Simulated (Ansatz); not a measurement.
One crystal and one scan (energy over volume and axial ratio) at two levels, PBE-D3(BJ) (plane waves to 420 eV, PAW, scalar-relativistic; Ansatz, an electronic-structure program) and r2SCAN+rVV10 (plane waves to 500 eV, PAW, scalar-relativistic; Ansatz), each from its own relaxed cell and on its own mesh. The cell shown is that of PBE-D3(BJ).

MoS2 (2H-MoS2 type, space group P6_3/mmc)

```yaml
crystal:
  lattice:
    - [3.14944, 0.00000, 0.00000]
    - [-1.57472, 2.72750, 0.00000]
    - [0.00000, 0.00000, 12.09150]
  atoms:
    - { symbol: Mo, position: [0.33333, 0.66667, 0.25000] }
    - { symbol: Mo, position: [0.66667, 0.33333, 0.75000] }
    - { symbol: S, position: [0.33333, 0.66667, 0.62050] }
    - { symbol: S, position: [0.66667, 0.33333, 0.12050] }
    - { symbol: S, position: [0.66667, 0.33333, 0.37950] }
    - { symbol: S, position: [0.33333, 0.66667, 0.87950] }
```

The relaxed cell is deformed in two ways at once: its volume V is scaled, and at that volume it is stretched along z (the c axis of the conventional cell) so that c/a changes. Fractional atomic positions are held.

E stands for the smeared free energy. MoS2 is run without spin polarisation. MoS2 was relaxed with its symmetry unable to fall. The PAW data are Ansatz's earlier set. As the atoms are clamped, bonds stretch with the cell, which overstates energies and stresses. Percentages come from the unrounded values. Both scans cover V/V₀ from 0.920 to 1.080 and (c/a)/(c/a)₀ from 0.960 to 1.040.

```csv
quantity,PBE-D3(BJ),r2SCAN+rVV10,PBE-D3(BJ) − r2SCAN+rVV10
Lattice constant a (Å),3.149,3.173,-0.024 (-0.7 %)
Lattice constant c (Å),12.09,12.44,-0.35 (-2.8 %)
Relaxed volume (Å³/atom),17.31,18.08,-0.77 (-4.2 %)
"Modulus against c/a change at fixed volume, (3/4V)·∂²E/∂(ln c/a)² (fit, atoms clamped) (GPa)",95,95,0
```

PBE-D3(BJ) gives the lower value for: lattice constant a; lattice constant c; relaxed volume. They agree on: modulus against c/a change at fixed volume (within 1.5 %). Neither level is exact: the differences show how much the result hangs on the functional.

(Under strain, the slope of the energy per volume gives the stress and its curvature an elastic modulus.)
